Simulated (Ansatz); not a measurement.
input.yaml

```yaml
crystal:
  lattice:
    - [3.5809, 0.0, 0.0]
    - [0.0, 3.5809, 0.0]
    - [0.0, 0.0, 7.0096]
  atoms:
    - { symbol: Ca, position: [0.0, 0.0, 0.25] }
    - { symbol: Ca, position: [0.0, 0.0, 0.75] }
    - { symbol: Ni, position: [0.5, 0.5, 0.0], spin: 2.0 }
    - { symbol: Ni, position: [0.5, 0.5, 0.5], spin: 2.0 }
    - { symbol: "N", position: [0.0, 0.5, 0.0] }
    - { symbol: "N", position: [0.5, 0.0, 0.5] }
basis:
  ecutwfc: 500
kpoints:
  mp_grid: { grid: [6, 6, 4] }
hamiltonian:
  xc: r2scan
scf:
  occupations: { method: gaussian, width: 0.1 }
  lower_state_search: "off"
output:
  forces: true
  stress: true
  eigenvalues: true
  populations: true
magnetization:
  spin_polarized: true
```

Launched with
```bash
ansatz run input.yaml --threads 1 --pin off --max-ram 2560MiB --backend cpu --events-out ev --progress --plain --runs-dir out
```

Theory: Ansatz 0.2.0, DFT r2SCAN, scalar-relativistic, plane waves, PAW.

Part of what the program printed, abridged:

```
Pseudopotentials: kind: paw
Pseudopotential: Ca, paw, valence charge 10, recommended cutoff 500 eV (meta_gga)
Pseudopotential: Ni, paw, valence charge 18, recommended cutoff 500 eV (meta_gga)
Pseudopotential: N, paw, valence charge 5, recommended cutoff 500 eV (meta_gga)
Functional definition: r2SCAN
Crystal: 6 atoms, lattice volume = 89.883 Å³
Basis set: ecut = 500 eV, 2321 PW (Γ), exchange–correlation on 108×108×216 points (64 copies of the dense FFT grid, shifted against one another)
Bands: 42, of which v1, the nominal top of the filled ones, is band 33 counted from 1 (32 counted from 0)
Symmetry: 16 space group operations
Space group: P42/mmc (ITA 131), of the structure as read, at distance tolerance 4.5e-5 Å
Magnetic group: BNS 131.435 (UNI 1095), of the structure as read, at distance tolerance 4.5e-5 Å
k-points: 30 of 144
Initial density: superposition of atomic densities (chi_scale 0.1, normalization cell, long waves kept (reshape's long-wave potential 0.00 eV rms))
Starting moments: Σ|m| = 4 μB on 2 of 6 sites
Initial wavefunctions: pseudopotential atomic-orbital guess
Functional: x = r2scan, c = r2scan; τ floored in thin density (d = 2e-4 eV/Å³)
SCF iter   1: F=-16106.719684 eV  HF=-16107.226472 eV  |F-HF|=5.07e-1  |Δ(HF+E_count)|=         —  Δρ=6.61e-2 (↑6.61e-2 ↓6.60e-2) dr2=2.52e0  dr2_τ=9.26e-2  dr2_m=2.54e0  M=2.000 μB ∫|m|=2.806 μB  β_m=0.30  ethr=3.10e-3  ⟨swp⟩=9.2  Hψ=12171  notcnv=0  defer=2
spin=Collinear: Kerker preconditioning applied to the charge; magnetization (m = ρ↑ − ρ↓) channel mixes plain (no charge-response kernel on spin).
SCF iter   2: F=-16107.498502 eV  HF=-16107.404924 eV  |F-HF|=9.36e-2  |Δ(HF+E_count)|=   1.78e-1  Δρ=7.58e-2 (↑5.40e-2 ↓7.58e-2) dr2=1.44e0  dr2_τ=2.18e-2  dr2_m=2.99e0  M=1.997 μB ∫|m|=2.684 μB  β_m=0.62  ethr=3.10e-3  ⟨swp⟩=2.2  Hψ=3558  notcnv=0  defer=227
Mixer restart at iter 2: flushing history
spin-set hold released at iteration 2 (the charge has settled, or the pull on large starting moments outlasts its swing): the magnetisation degrees of freedom join the quasi-Newton model from the next iteration; the mixer history was flushed
SCF iter   3: F=-16107.762859 eV  HF=-16107.433470 eV  |F-HF|=3.29e-1  |Δ(HF+E_count)|=   2.85e-2  Δρ=3.63e-2 (↑2.77e-2 ↓3.63e-2) dr2=8.00e-1  dr2_τ=9.13e-3  dr2_m=5.69e-1  M=1.958 μB ∫|m|=2.708 μB  β_m=1.20  ethr=2.19e-3  ⟨swp⟩=2.1  Hψ=3897  notcnv=0  defer=227  κ⁻¹=1.0e0(r=1)
SCF iter   4: F=-16107.952999 eV  HF=-16107.599254 eV  |F-HF|=3.54e-1  |Δ(HF+E_count)|=   1.66e-1  Δρ=1.56e-2 (↑9.68e-3 ↓1.56e-2) dr2=3.46e-1  dr2_τ=2.33e-3  dr2_m=4.43e-2  M=1.841 μB ∫|m|=2.607 μB  β_m=1.20  ethr=1.21e-3  ⟨swp⟩=2.9  Hψ=4663  notcnv=0  defer=235  κ⁻¹=7.0e-2(r=2)
SCF iter   5: F=-16108.050786 eV  HF=-16107.845929 eV  |F-HF|=2.05e-1  |Δ(HF+E_count)|=   2.47e-1  Δρ=7.50e-3 (↑6.46e-3 ↓7.50e-3) dr2=1.18e-1  dr2_τ=8.73e-4  dr2_m=1.53e-2  M=1.755 μB ∫|m|=2.444 μB  β_m=1.20  ethr=5.24e-4  ⟨swp⟩=2.2  Hψ=3527  notcnv=0  defer=233  κ⁻¹=3.9e-2(r=3)
SCF iter   6: F=-16108.087275 eV  HF=-16108.035347 eV  |F-HF|=5.19e-2  |Δ(HF+E_count)|=   1.89e-1  Δρ=3.44e-3 (↑3.44e-3 ↓3.44e-3) dr2=3.40e-2  dr2_τ=3.86e-4  dr2_m=2.47e-4  M=1.711 μB ∫|m|=2.220 μB  β_m=1.20  ethr=1.78e-4  ⟨swp⟩=2.0  Hψ=5102  notcnv=0  defer=233  κ⁻¹=3.8e-3(r=4)
SCF iter   7: F=-16108.097986 eV  HF=-16108.085666 eV  |F-HF|=1.23e-2  |Δ(HF+E_count)|=   5.03e-2  Δρ=2.74e-3 (↑2.61e-3 ↓2.74e-3) dr2=1.22e-2  dr2_τ=1.65e-4  dr2_m=1.29e-3  M=1.686 μB ∫|m|=2.106 μB  β_m=1.20  ethr=5.16e-5  ⟨swp⟩=2.0  Hψ=4687  notcnv=0  defer=233  κ⁻¹=2.7e-3(r=5)
SCF iter   8: F=-16108.102467 eV  HF=-16108.099417 eV  |F-HF|=3.05e-3  |Δ(HF+E_count)|=   1.38e-2  Δρ=1.77e-3 (↑1.77e-3 ↓1.03e-3) dr2=3.09e-3  dr2_τ=3.78e-5  dr2_m=3.34e-4  M=1.645 μB ∫|m|=2.025 μB  β_m=1.20  ethr=1.84e-5  ⟨swp⟩=2.0  Hψ=4685  notcnv=0  defer=233  κ⁻¹=8.4e-4(r=6)
SCF iter   9: F=-16108.102822 eV  HF=-16108.102870 eV  |F-HF|=4.71e-5  |Δ(HF+E_count)|=   3.45e-3  Δρ=1.08e-3 (↑1.08e-3 ↓8.93e-4) dr2=1.90e-3  dr2_τ=1.46e-5  dr2_m=2.92e-5  M=1.623 μB ∫|m|=2.005 μB  β_m=1.20  ethr=4.68e-6  ⟨swp⟩=2.0  Hψ=4099  notcnv=0  defer=233  κ⁻¹=9.6e-5(r=7)
SCF iter  10: F=-16108.103437 eV  HF=-16108.103252 eV  |F-HF|=1.86e-4  |Δ(HF+E_count)|=   3.82e-4  Δρ=5.58e-4 (↑5.58e-4 ↓3.90e-4) dr2=3.99e-4  dr2_τ=5.29e-6  dr2_m=2.08e-5  M=1.617 μB ∫|m|=1.998 μB  β_m=1.20  ethr=2.88e-6  ⟨swp⟩=1.6  Hψ=2637  notcnv=0  defer=229  κ⁻¹=2.8e-5(r=8)
SCF iter  11: F=-16108.103519 eV  HF=-16108.103521 eV  |F-HF|=2.12e-6  |Δ(HF+E_count)|=   2.70e-4  Δρ=4.72e-4 (↑2.54e-4 ↓4.72e-4) dr2=3.05e-4  dr2_τ=6.15e-7  dr2_m=1.32e-5  M=1.608 μB ∫|m|=1.987 μB  β_m=1.20  ethr=6.05e-7  ⟨swp⟩=2.0  Hψ=4300  notcnv=0  defer=229  κ⁻¹=3.1e-5(r=8)
SCF iter  12: F=-16108.103585 eV  HF=-16108.103604 eV  |F-HF|=1.90e-5  |Δ(HF+E_count)|=   8.25e-5  Δρ=2.68e-4 (↑2.28e-4 ↓2.68e-4) dr2=1.61e-4  dr2_τ=2.77e-7  dr2_m=1.24e-6  M=1.605 μB ∫|m|=1.983 μB  β_m=1.20  ethr=4.62e-7  ⟨swp⟩=1.2  Hψ=2542  notcnv=0  defer=229  κ⁻¹=2.1e-5(r=8)
SCF iter  13: F=-16108.103654 eV  HF=-16108.103648 eV  |F-HF|=5.77e-6  |Δ(HF+E_count)|=   4.45e-5  Δρ=5.63e-5 (↑5.53e-5 ↓5.63e-5) dr2=1.02e-5  dr2_τ=6.88e-8  dr2_m=1.41e-7  M=1.601 μB ∫|m|=1.978 μB  β_m=1.20  ethr=2.44e-7  ⟨swp⟩=2.1  Hψ=3676  notcnv=0  defer=229  κ⁻¹=1.2e-5(r=8)
SCF iter  14: F=-16108.103662 eV  HF=-16108.103654 eV  |F-HF|=8.16e-6  |Δ(HF+E_count)|=   5.95e-6  Δρ=4.63e-5 (↑4.63e-5 ↓3.37e-5) dr2=1.71e-6  dr2_τ=2.59e-8  dr2_m=1.06e-7  M=1.600 μB ∫|m|=1.976 μB  β_m=1.20  ethr=1.54e-8  ⟨swp⟩=2.0  Hψ=4168  notcnv=0  defer=229  κ⁻¹=1.9e-5(r=8)
SCF iter  15: F=-16108.103664 eV  HF=-16108.103661 eV  |F-HF|=2.82e-6  |Δ(HF+E_count)|=   6.81e-6  Δρ=2.28e-5 (↑2.28e-5 ↓1.43e-5) dr2=3.16e-7  dr2_τ=9.85e-9  dr2_m=1.41e-7  M=1.599 μB ∫|m|=1.976 μB  β_m=1.20  ethr=2.58e-9  ⟨swp⟩=2.0  Hψ=4290  notcnv=0  defer=229  κ⁻¹=7.2e-6(r=8)
SCF iter  16: F=-16108.103664 eV  HF=-16108.103662 eV  |F-HF|=1.91e-6  |Δ(HF+E_count)|=   1.16e-6  Δρ=1.52e-5 (↑1.43e-5 ↓1.52e-5) dr2=1.89e-7  dr2_τ=5.21e-9  dr2_m=1.02e-7  M=1.599 μB ∫|m|=1.975 μB  β_m=1.20  ethr=4.79e-10  ⟨swp⟩=2.0  Hψ=3962  notcnv=0  defer=229  κ⁻¹=1.2e-5(r=8)
SCF iter  17: F=-16108.103664 eV  HF=-16108.103664 eV  |F-HF|=5.48e-7  |Δ(HF+E_count)|=   1.84e-6  Δρ=7.29e-6 (↑5.06e-6 ↓7.29e-6) dr2=5.34e-8  dr2_τ=4.36e-10  dr2_m=2.05e-8  M=1.598 μB ∫|m|=1.974 μB  β_m=1.20  ethr=1.52e-10  ⟨swp⟩=10.3  Hψ=13330  notcnv=0  κ⁻¹=2.7e-6(r=8)
SCF iter  18: F=-16108.103665 eV  HF=-16108.103664 eV  |F-HF|=1.77e-7  |Δ(HF+E_count)|=   5.00e-7  Δρ=4.96e-6 (↑4.03e-6 ↓4.96e-6) dr2=3.08e-8  dr2_τ=4.35e-10  dr2_m=8.79e-9  M=1.598 μB ∫|m|=1.974 μB  β_m=1.20  ethr=8.09e-11  ⟨swp⟩=4.4  Hψ=8499  notcnv=0  κ⁻¹=2.3e-6(r=8)
SCF iter  19: F=-16108.103665 eV  HF=-16108.103665 eV  |F-HF|=6.68e-8  |Δ(HF+E_count)|=   1.58e-7  Δρ=3.39e-6 (↑3.08e-6 ↓3.39e-6) dr2=1.86e-8  dr2_τ=3.73e-10  dr2_m=3.83e-9  M=1.597 μB ∫|m|=1.973 μB  ethr=4.67e-11  ⟨swp⟩=5.0  Hψ=9027  notcnv=0
SCF 1 converged in 19 iterations: F = -16108.103665 eV  dr2 = 1.86e-8
this state was not tested for a lower state beside it, because the mixer in use, unlike msr1, does not test its closes by its own steps (another_mixer; see scf.mixing.algorithm and scf.lower_state_search)
SCF converged after 19 iterations
Magnetization: 1.5974 μB (33.7987 up, 32.2013 down)
Absolute magnetization: 1.9785 μB (∫|ρ↑−ρ↓|, with the PAW one-centre terms)
Spin contamination: 0.0364 ħ² per cell (⟨S²⟩ above its minimum at these occupations)
Per-site moments (μB) at R_I (Å): [(0.00121957, 1.03344356), (0.00121957, 1.03344356), (0.59738754, 0.73856062), (0.59738754, 0.73856062), (0.19054001, 0.73856062), (0.19054001, 0.73856062)]
Free energy (F): -16108.103665 eV
Harris-Foulkes:  -16108.103665 eV  (|F-HF|=6.68e-8)
Internal energy: -16108.093238 eV  (E = F + TS)
E sigma→0 (E₀):  -16108.098451 eV
Entropy (-TS):   -0.010427 eV (-1.738 meV/atom)
Fermi energy:    10.323257 eV
--- Per-component energies (eV) ---
  E_band       = -1111.042764
  E_kinetic    = 1381.273213
  E_local      = -11056.250634  (includes V_loc(G=0)·N_el)
  E_nonlocal   = 1495.544135
  E_hartree    = 4543.802830
  E_xc         = -550.151480
  E_vxc        = -791.239691  (∫ρ·V_xc dr)
  E_paw        = -5271.429094  (= ΣΔE_a)
  E_vpaw       = -1278.928882  (= ΣTr[D̂ρ^β])
  E_aug_tail   = 0.000485  (compensation charges beyond the density's cutoff)
  E_vtau       = 50.957431  (kinetic-family band-sum trace: ∫τ·v_τ [+ j·A + Jᵃ·Aᵃ] dr)
  E_ewald      = -6649.782095
  E_core_change = -1.100597  (= ΣΔE_core)
  E_smearing   = -0.010427  (= −TS)
--- Forces (eV/Å), atoms counted from 1 ---
  atom   1  Ca     0.00000000     0.00000000     0.00000000
  atom   2  Ca     0.00000000     0.00000000     0.00000000
  atom   3  Ni     0.00000000     0.00000000     0.00000000
  atom   4  Ni     0.00000000     0.00000000     0.00000000
  atom   5  N      0.00000000     0.00000000     0.00000000
  atom   6  N      0.00000000     0.00000000     0.00000000
--- Stress (GPa, compression-positive) ---
       -2.877535       0.000000       0.000000
        0.000000      -2.877535       0.000000
        0.000000       0.000000      -1.563940
  P = ⅓ Tr σ = -2.4397 GPa (-24.397 kbar)
--- Band table (eV; the first three rows and the last of 60) ---
  k-point 0 ↑: bands = ["-97.1393", "-97.1393", "-56.7108", "-56.7108", "-55.7424", "-55.7409", "-55.6990", "-55.6990", "-31.4709", "-31.4479", "-11.9145", "-11.6039", "-11.6039", "-11.5688", "-11.5688", "-11.5080", "-5.5798", "-5.0787", "5.6597", "6.5798", "6.9771", "6.9771", "7.1619", "7.4946", "7.4946", "7.5428", "7.5428", "7.6055", "7.6982", "7.7498", "8.0268", "8.5465", "8.5465", "8.8568", "11.8402", "12.2707", "13.1855", "13.8007", "14.5218", "16.3988", "16.3988", "16.4365"]
  k-point 1 ↑: bands = ["-97.1393", "-97.1393", "-56.7108", "-56.7108", "-55.7422", "-55.7411", "-55.6990", "-55.6990", "-31.4675", "-31.4512", "-11.8584", "-11.5993", "-11.5993", "-11.5734", "-11.5734", "-11.5714", "-5.5030", "-5.1490", "5.7019", "6.2365", "7.0097", "7.0097", "7.4424", "7.4424", "7.5388", "7.5623", "7.5623", "7.6727", "7.7058", "7.7423", "8.0832", "8.5446", "8.5446", "8.7396", "11.9454", "12.4268", "12.8451", "13.5026", "14.7829", "16.2090", "16.2090", "16.4420"]
  k-point 2 ↑: bands = ["-97.1393", "-97.1393", "-56.7108", "-56.7108", "-55.7416", "-55.7416", "-55.6990", "-55.6990", "-31.4594", "-31.4594", "-11.7185", "-11.7185", "-11.5919", "-11.5919", "-11.5809", "-11.5809", "-5.3228", "-5.3228", "5.8781", "5.8781", "7.0489", "7.0489", "7.3939", "7.3939", "7.5716", "7.5716", "7.7240", "7.7240", "7.7507", "7.7507", "8.3992", "8.3992", "8.5427", "8.5427", "12.2905", "12.2905", "12.8925", "12.8925", "15.5408", "15.5408", "16.0803", "16.0803"]
  k-point 29 ↓: bands = ["-96.1345", "-96.1345", "-55.4355", "-55.4355", "-54.9232", "-54.9232", "-54.8372", "-54.8372", "-31.4266", "-31.4266", "-11.8232", "-11.8232", "-11.7680", "-11.7680", "-11.5806", "-11.5806", "-3.9641", "-3.9641", "3.6923", "3.6923", "5.7637", "5.7637", "6.2279", "6.2279", "8.3445", "8.3445", "8.8011", "8.8011", "9.5362", "9.5362", "10.9112", "10.9112", "11.2812", "11.2812", "11.6431", "11.6431", "13.6118", "13.6118", "16.0902", "16.0902", "16.7163", "16.7163"]
--- Löwdin populations: 6 sites ---
  site symbol q [e]    m [muB]
     0     Ca      8.4747    -0.0148
     1     Ca      8.4747    -0.0148
     2     Ni     17.7100     0.5433
     3     Ni     17.7100     0.5433
     4      N      6.3099     0.3123
     5      N      6.3099     0.3123
  spilling = 0.015312 (of n_electrons = 66.000000)
```

Self-consistency was reached.

Time: 80 s on 1 thread of Arm Neoverse V1, with other jobs on the host, peak memory 0.64 GiB.

The state reached may not be the lowest one. The k mesh is coarse. Moments started parallel, and an antiferromagnetic order may lie lower.